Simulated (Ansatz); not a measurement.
InAs (CsCl type, Pm-3m) at seven volumes, PBE in the plane-wave PAW code Ansatz, scaled uniformly. One row is withheld.

```tsv
V (Å³/atom)	P (GPa)
20.768	6.70
21.452	4.06
22.137	?
22.822	0.00
23.506	-1.58
24.191	-2.90
24.876	-3.96
```

Task: Fit the shown pressures and predict the withheld one.

Result: P = (3/2)B₀(x^(7/2) − x^(5/2))[1 + (3/4)(B′ − 4)(x − 1)] with x = (V₀/V)^(2/3). Least squares on the six rows gives V₀ = 22.816 Å³/atom, B₀ = 56.7 GPa, B′ = 4.86. At V = 22.137, x = 1.0203 and P = 1.84 GPa. The run itself gave 1.87 GPa.

The cell is a constructed one: a structure type filled with these elements; neither database checked (COD, Materials Project) lists it. It is not the phase usual at ambient conditions (space group No. 216). The PBE relaxation kept the symmetry of its start; of distortions, only those at the zone centre were tested.

Potentials: the later of the program's two PAW sets.
